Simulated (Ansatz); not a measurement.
Relaxed-ion elastic tensor of Sc2InC in space group P6_3/mmc (No. 194; Sc on 4f, In on 2d, C on 2a) in GPa (Voigt order), r²SCAN in the plane-wave PAW code Ansatz; density 4.85 g/cm³, 18.56 Å³ per atom.

|  | 1 | 2 | 3 | 4 | 5 | 6 |
|---|---|---|---|---|---|---|
| 1 | 187 | 58.4 | 31.7 | 0.0 | 0.0 | 0.0 |
| 2 | 58.4 | 187 | 31.7 | 0.0 | 0.0 | 0.0 |
| 3 | 31.7 | 31.7 | 187 | 0.0 | 0.0 | 0.0 |
| 4 | 0.0 | 0.0 | 0.0 | 47.4 | 0.0 | 0.0 |
| 5 | 0.0 | 0.0 | 0.0 | 0.0 | 47.4 | 0.0 |
| 6 | 0.0 | 0.0 | 0.0 | 0.0 | 0.0 | 64.5 |

Question: Is the crystal mechanically stable?

Answer: Yes: the smallest eigenvalue of C is 47.4 GPa.

Question: Work out the Voigt, Reuss and Hill averages.

Answer: K_V = 89.5, K_R = 89.2, K_H = 89.4; G_V = 61.2, G_R = 58.5, G_H = 59.9 GPa.

Question: Give Young's modulus, Poisson's ratio, Pugh's ratio and the universal anisotropy index.

Answer: E = 9KG/(3K + G) = 147 GPa; ν = 0.23; K/G = 1.49 (brittle by the Pugh limit of 1.75); A_U = 5G_V/G_R + K_V/K_R − 6 = 0.23.

Question: Estimate the sound speeds and the Debye temperature.

Answer: v_l = √((K + 4G/3)/ρ) = 5910 m/s, v_t = √(G/ρ) = 3510 m/s, mean 3890 m/s; Θ = (h/k)(3n/4πV)^(1/3) v_m = 437 K.

Question: Solve the Christoffel equation for the three sound speeds along x, y, z.

Answer: Eigenvalues of C_ijkl n_j n_l equal ρv². In km/s, slowest first: x 3.13, 3.65, 6.22; y 3.13, 3.65, 6.22; z 3.13, 3.13, 6.22.

Question: How much does each axis shrink under pressure?

Answer: Linear compressibilities β_i = Σ_j S_ij (j = 1 to 3): x 3.5, y 3.5, z 4.1 per TPa.

The first step of the workflow began from a Materials Project structure, measured or hypothetical; the Crystallography Open Database copy checked does not list it. Whether it is the stable phase at ambient conditions was not checked. Symmetry was held in the r²SCAN relaxation; of distortions, only those at the zone centre were tested. No spin polarisation was allowed. As this level gives no gap, shear constants depend on the k-mesh and smearing (Fermi–Dirac, 0.1 eV here).

Potentials: the later of the program's two PAW sets.
